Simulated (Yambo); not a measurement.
Consider the following.

```xyz
8
Lattice="-3.0563 3.0563 3.8888 3.0563 -3.0563 3.8888 3.0563 3.0563 -3.8888" Properties=species:S:1:pos:R:3 pbc="T T T"
H      0.0000     3.0563     0.0000
H      3.0563     0.0000     0.0000
F      2.2495    -0.8068     3.8888
F      0.8068     3.8631     0.0000
F      0.8068     2.2495     3.8888
F      2.2495     0.8068     0.0000
Cs     0.0000     0.0000     5.8332
Cs     0.0000     0.0000     1.9444
```

Workflow: norm-conserving PBEsol (Quantum ESPRESSO, 84 Ry, scalar-relativistic), then G0W0 in Yambo (2×2×2 Γ-centred k mesh, 207 bands and a 7 Ry block in the screening, 207 bands in G with the Bruneval-Gonze terminator, plasmon pole fitted at 27.2 eV).

### Question
Give the PBEsol and G0W0 gaps between the band edges found on this mesh, and say where the edges lie.

### Answer
Edges: Γ → Γ. PBEsol: 6.56 eV; G0W0: 10.08 eV. Nearest settings tried, and what they do to the gap: 133 bands in G: +6 meV; 133 bands in W, 133 bands in G: +57 meV; 6 Ry block (265 vectors against 315): +9 meV. Not varied: mesh. So the settings aren't converged at that level. The k mesh is coarse. 

Geometry of the Materials Project entry, not relaxed at this level.

The structure is a Materials Project entry; no match was found in the copy of COD used, and its stability was not checked.
